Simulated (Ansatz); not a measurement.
Ansatz run, ScGa3Cu

Input file of Ansatz 0.2.0:

```yaml
crystal:
  lattice:
    - [0.0, 4.029436, 0.0]
    - [4.029436, 0.0, 0.0]
    - [2.014718, 2.014718, -5.02052]
  atoms:
    - { symbol: Sc, position: [0.1486, 0.1486, 0.7028] }
    - { symbol: Cu, position: [0.51808, 0.51808, 0.96384] }
    - { symbol: Ga, position: [0.89842, 0.39842, 0.20316] }
    - { symbol: Ga, position: [0.39842, 0.89842, 0.20316] }
    - { symbol: Ga, position: [0.7444, 0.7444, 0.5112] }
  symmetry: { tolerance: 0.0003 }
kpoints:
  mp_grid: { grid: [9, 9, 9], shift: [0, 0, 0] }
  band_path:
    path:
      - [0.0, 0.0, 0.0]
      - [0.5, 0.5, 0.5]
      - [0.5, 0.5, 0.75]
      - [0.5, 0.0, 0.5]
      - [0.0, 0.0, 0.0]
      - [0.0, 0.0, 0.5]
      - [0.41948049, 0.0, 0.70974024]
      - [0.58051951, 0.0, 0.29025976]
      - [0.0, 0.0, 0.0]
      - [0.5, 0.5, 0.5]
      - [0.58051951, 0.41948049, 0.5]
    npoints: 6
magnetization:
  spin_polarized: false
scf:
  occupations: { method: fermi_dirac, width: 0.0513 }
  lower_state_search: "off"
  max_iter: 200
hamiltonian:
  pseudopotentials: { kind: paw }
  xc: pbe
basis:
  ecutwfc: 420
  fft_grid_basis: typed
output:
  forces: true
  stress: true
  eigenvalues: true
  bader: true
  populations: true
  elf: true
  write_potential: true
  volumetric_format: npy
  dos:
    e_range: [-12, 8]
    de: 0.05
    projected: { site_lists: { Cu: [Cu], Ga: [Ga], Sc: [Sc] } }
checkpoint:
  read: saved_state
```

The saved state is an earlier solution for the same cell, perhaps on another mesh. 

Excerpt of what it printed:

```
Pseudopotentials: kind: paw
Pseudopotential: Sc, paw, valence charge 11, recommended cutoff 420 eV (normal), Sc.paw.azcp
Pseudopotential: Cu, paw, valence charge 19, recommended cutoff 420 eV (normal), Cu.paw.azcp
Pseudopotential: Ga, paw, valence charge 13, recommended cutoff 420 eV (normal), Ga.paw.azcp
Functional definition: PBE
  exchange = pbe_x(kappa = kappa, mu = beta*pi^2/3)
  correlation = pbe_c(beta = beta)
Crystal: 5 atoms, lattice volume = 81.515 Å³
Basis set: ecut = 420 eV, 1637 PW (Γ), exchange–correlation on 54×54×80 points (8 copies of the dense FFT grid, shifted against one another)
Bands: 42, of which v1, the nominal top of the filled ones, is band 35 counted from 1 (34 counted from 0)
Symmetry: 8 space group operations
Space group: I4mm (ITA 107), of the structure as read, at distance tolerance 1.3e-3 Å
k-points: 75 of 729 (time reversal used)
Initial density: read from a saved state, or passed on in memory by an earlier SCF of this step, an earlier step, the calling program or the single point that the run made first
Functional: x = pbe(κ = 0.804, μ = 0.2195), c = pbe(β = 0.0667)
SCF iter   1: F=—  Δρ=1.50e-3  dr2=2.87e-3
SCF iter   2: F=—  Δρ=8.83e-4  dr2=1.12e-3
SCF iter   3: F=—  Δρ=3.24e-4  dr2=7.69e-5
SCF iter   4: F=—  Δρ=1.27e-4  dr2=1.01e-5
SCF iter   5: F=—  Δρ=3.20e-5  dr2=1.08e-6
SCF iter   6: F=—  Δρ=2.64e-5  dr2=4.05e-7
SCF iter   7: F=-20111.5650 eV  Δρ=5.36e-6  dr2=2.40e-8
Free energy (F): -20111.5650 eV
Harris-Foulkes:  -20111.5650 eV  (|F-HF|=3.31e-9)
Internal energy: -20111.5513 eV  (E = F + TS)
E sigma→0 (E₀):  -20111.5581 eV
Entropy (-TS):   -0.0137 eV (-2.745 meV/atom)
Fermi energy:    12.5593 eV
--- Per-component energies (eV) ---
  E_band       = -605.8664
  E_kinetic    = 912.9985
  E_local      = -11293.2411  (includes V_loc(G=0)·N_el)
  E_nonlocal   = 1737.3365
  E_hartree    = 5123.5585
  E_xc         = -406.3530
  E_vxc        = -425.6100  (∫ρ·V_xc dr)
  E_paw        = -8575.1053  (= ΣΔE_a)
  E_vpaw       = -1784.4688  (= ΣTr[D̂ρ^β])
  E_aug_tail   = -0.0001  (compensation charges beyond the density's cutoff)
  E_ewald      = -7610.7453
  E_smearing   = -0.0137  (= −TS)
--- Forces (eV/Å), atoms counted from 1 ---
  atom   1  Sc     0.0000     0.0000     0.0924
  atom   2  Cu     0.0000     0.0000     0.5357
  atom   3  Ga     0.0000     0.0000    -0.0077
  atom   4  Ga     0.0000     0.0000    -0.0077
  atom   5  Ga     0.0000     0.0000    -0.6126
--- Stress (GPa, compression-positive) ---
        4.5509       0.0000       0.0000
        0.0000       4.5509       0.0000
        0.0000       0.0000       7.7113
  P = ⅓ Tr σ = 5.6044 GPa (56.044 kbar)
--- Löwdin populations: 5 sites ---
  site symbol       q [e]
     0     Sc     10.1854
     1     Cu     18.2577
     2     Ga     13.4280
     3     Ga     13.4280
     4     Ga     13.5187
  spilling = 0.0026 (of n_electrons = 69.0000)
--- Bader charges: 5 sites ---
  site symbol  charge [e]  shift [e]
     0     Sc      1.4561     0.0000
     1     Cu     -0.6890     0.0040
     2     Ga     -0.1264     0.0015
     3     Ga     -0.1264     0.0015
     4     Ga     -0.5142     0.0010
```

Origin: a known structure type with other elements, at an estimated volume, so it need not be a known compound.
